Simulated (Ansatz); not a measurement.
C (diamond)

```
CELL_PARAMETERS angstrom
      0.00000     1.78014     1.78014
      1.78014     0.00000     1.78014
      1.78014     1.78014     0.00000
ATOMIC_POSITIONS crystal
  C  0.50000 0.50000 0.50000
  C  0.75000 0.75000 0.75000
```

The slice is a {110} plane (indices of the conventional cell) through the point (0.500, 0.500, 0.500) (fractional), spanned by u = [100] and v = [1 -1 -1] in vectors of this cell: u (2.52 Å) and v (3.56 Å, at 90° to u). It covers one period; positions are fractions (u, v).

Method: r2SCAN (plane waves to 500 eV, PAW, scalar-relativistic; Ansatz, an electronic-structure program). k mesh 16×16×16. These are valence fields of a PAW run, semicore shells included where kept as valence: close to a nucleus they are smooth pseudo fields. C was relaxed with its symmetry unable to fall.

**Question.** The ELF has a maximum in the middle third of the C–C line. Where, and how high?

**Answer.** 0.95, 0.8 Å from C.

**Question.** What is the valence density on the shortest C–C line in this plane (1.54 Å), at its midpoint?

**Answer.** 1.66 e/Å³.

**Question.** Predict the map of the density of the lowest conduction band (whole band as if filled, smooth part) on the slice.

**Answer.** 
```
|4444556655442211111122222222111111224455665544|
|6666665533221100112233444433221100112233556666|
|7777664422000000113344555544331100000022446677|
|7766553311000000224466777766442200000011335566|
|6655442211000011335566777766553311000011224455|
|4433221111111133445566666666554433111111112233|
|2222221111223344666655444455666644332211112222|
|1111111122334466777755333355777766443322111111|
|1111111122446688998866444466889988664422111111|
|1111112233446688999988666688999988664433221111|
|1111112233446688999988777788999988664433221111|
|1111111122335566778888777788887766553322111111|
|1111111122334444556666666666665544443322111111|
|1111111111222233334444444444443333222211111111|
|1111111111112222222222222222222222221111111111|
|1111111111111111111111111111111111111111111111|
|1111111111111111111111111111111111111111111111|
|1111111100000000000011111111000000000000111111|
|1111110000000000000011111111000000000000001111|
|1111110000000000000011111111000000000000001111|
|1111000000000000000011111111000000000000000011|
|1111110000000000001111111111110000000000001111|
|1111111111111111111111111111111111111111111111|
|1111111111111111111111111111111111111111111111|
|2222222222221111111111111111111111112222222222|
|4444444433332222111111111111111122223333444444|
|6666666655443322221111111111112222334455666666|
|7777888877554433221111111111112233445577888877|
|7788999988775533221111111111112233557788999988|
|6677889999775533221111111111112233557799998877|
|4455779988775533221111111111112233557788997755|
|3344667777554422111111111111111122445577776644|
```
Scale: ten equal steps from 0.067 (start of '0') to 0.431 (end of '9'), in the order '0123456789'. Values: density of the lowest conduction band (whole band as if filled, smooth part) in e/Å³. The map has 23 points along u (two characters each, u = 0 at the left) and 32 along v (v = 0 in the bottom row).
